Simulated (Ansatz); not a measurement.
VSi (CsCl type, space group No. 221) under volume change, PBE in the plane-wave PAW code Ansatz, scaled uniformly.

| V (Å³/atom) | E − E(relaxed) (meV/atom) | P (GPa) |
|---|---|---|
| 12.262 | 56.0 | 16.07 |
| 12.666 | 23.6 | 9.82 |
| 13.070 | 5.6 | 4.56 |
| 13.474 | 0.0 | 0.00 |
| 13.878 | 5.0 | -3.88 |
| 14.283 | 19.1 | -7.22 |
| 14.687 | 41.0 | -10.06 |

Question: What does a third-order Birch–Murnaghan fit give for V₀, B₀ and B′?

Answer: V₀ = 13.47 Å³/atom, B₀ = 140 GPa, B′ = 4.2.

Space group Pm-3m (CsCl type). The cell is a constructed one: a structure type filled with these elements; neither database checked (COD, Materials Project) lists it. Its standing as an ambient phase is unchecked. Symmetry was held in the PBE relaxation, as lowered by the spin order; its stability against distortions is not shown here. Magnetic state: antiferromagnetic, chosen from 3 collinear starts compared on coarse meshes (ties went to the first, and starts can fall back to one state), not a proven ground state.

Potentials: the earlier of the program's two PAW sets.
